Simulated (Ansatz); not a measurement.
Ga2SeS3: rattling a relaxed structure

It was reached by relaxing an invented guess, and it needn't be the stable form of this composition.

All numbers below come from DFT PBE, scalar-relativistic, plane waves, PAW (Ansatz 0.2.0). Cutoff 420 eV; k points 12×12×2 on the computed 6-atom cell (Γ-centred); Gaussian smearing, width 0.10 eV; no spin polarisation.

The cell below (6 atoms, space group P3m1 (No. 156)) is relaxed within its symmetry.

```cif
data_structure
_symmetry_space_group_name_H-M 'P 1'
_symmetry_Int_Tables_number 1
_cell_length_a 3.5687
_cell_length_b 3.5687
_cell_length_c 14.7703
_cell_angle_alpha 90.000
_cell_angle_beta 90.000
_cell_angle_gamma 120.000
_cell_volume 162.91
loop_
_atom_site_label
_atom_site_type_symbol
_atom_site_fract_x
_atom_site_fract_y
_atom_site_fract_z
_atom_site_occupancy
Ga1 Ga 0.33333 0.66667 0.11695 1
Ga2 Ga 0.33333 0.66667 0.28411 1
Se1 Se 0.00000 0.00000 0.63348 1
S1 S 0.00000 0.00000 0.77182 1
S2 S 0.66667 0.33333 0.04196 1
S3 S 0.66667 0.33333 0.35968 1
```

For the test a repeat of it with 12 atoms (edges 3.57, 6.18, 14.77 Å) was strained at random (σ = 1.5 % a component), the atoms were moved at random (σ = 0.10 Å), and all was relaxed again on a coarse 6×4×2 mesh (in the run’s order of axes) with 0.20 eV smearing, with no symmetry imposed.

No dispersion correction is applied, so the spacing and binding between layers, chains or molecules are poorly described.

Task: Does it come back?

Result: It doesn't return. The energy falls by 45 meV/atom on that mesh, the volume changes by 2.6 %, and the end has space group P1 (No. 1) at a loose tolerance. Relaxed again on an 8×6×2 mesh with 0.02 eV smearing, the new structure lies 46 meV/atom below the first (mesh in the axes of the run's cell; the cell below is made exact in the group named). Space group P1 (No. 1), triclinic, a = 3.716 Å, b = 6.259 Å, c = 14.368 Å, α = 90.4°, β = 91.0°, γ = 90.0°. Ga on its first site has 3 S at 2.36–2.37 Å and 1 Ga at 2.47 Å; around Ga on its second site lie 3 S at 2.35–2.37 Å and 1 Ga at 2.47 Å; around Se on its first site lies 1 S at 2.04 Å; S on its first site is surrounded by 1 Se at 2.04 Å; 8 more sites not described.

```cif
data_structure
_symmetry_space_group_name_H-M 'P1'
_symmetry_Int_Tables_number 1
_cell_length_a 3.7164
_cell_length_b 6.2595
_cell_length_c 14.3684
_cell_angle_alpha 90.432
_cell_angle_beta 91.012
_cell_angle_gamma 90.002
_cell_volume 334.18
loop_
_atom_site_label
_atom_site_type_symbol
_atom_site_symmetry_multiplicity
_atom_site_Wyckoff_symbol
_atom_site_fract_x
_atom_site_fract_y
_atom_site_fract_z
_atom_site_occupancy
Ga1 Ga 1 a 0.97901 0.33344 0.11337 1
Ga2 Ga 1 a 0.47916 0.83429 0.11352 1
Ga3 Ga 1 a 0.99072 0.33636 0.28558 1
Ga4 Ga 1 a 0.49081 0.83723 0.28558 1
Se1 Se 1 a 0.02520 0.91201 0.63076 1
Se2 Se 1 a 0.52516 0.55962 0.63667 1
S1 S 1 a 0.03443 0.91719 0.77277 1
S2 S 1 a 0.53576 0.58504 0.77831 1
S3 S 1 a 0.47394 0.16840 0.03938 1
S4 S 1 a 0.97408 0.66852 0.03977 1
S5 S 1 a 0.49583 0.17398 0.36028 1
S6 S 1 a 0.99588 0.67391 0.36001 1
```
